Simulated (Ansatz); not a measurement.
VS2 in space group P6_3/mmc (No. 194; V on 2c, S on 4f), plane-wave PAW PBEsol (Ansatz code), all energies at zero smearing, with the estimated change up to a 700 eV cutoff added, with one set of potentials and settings (totals compare only within such a set). Cell of 6 atoms (2 V, 4 S): -9315.881 eV.

```csv
element,reference phase,E (eV/atom)
V,"Im-3m, 1 atoms in the cell",-2885.2930
S,"Fddd, 32 atoms in the cell",-884.8920
```

Formation energy per atom, worked out: (-9315.881 − 2×(-2885.2930) − 4×(-884.8920))/6 = -0.955 eV/atom (-92 kJ per mol of atoms), at 0 K, without zero-point energy or fitted corrections.

The workflow started from a Materials Project entry (that database holds measured and hypothetical structures alike); the Crystallography Open Database copy checked does not list it. Whether it is the stable phase at ambient conditions was not checked. The PBEsol relaxation kept the symmetry of its start; whether a distortion lowers the energy is not shown. Magnetic state: ferromagnetic, chosen from 5 collinear starts compared on coarse meshes (ties went to the first, and starts can fall back to one state), not a proven ground state. No Hubbard U is applied. A crystal of weakly bound layers computed without a dispersion correction: the cell and the soft elastic constants depend strongly on that. The references are the lowest solids computed at this level, not always the standard phases.

Potentials: the later of the program's two PAW sets.
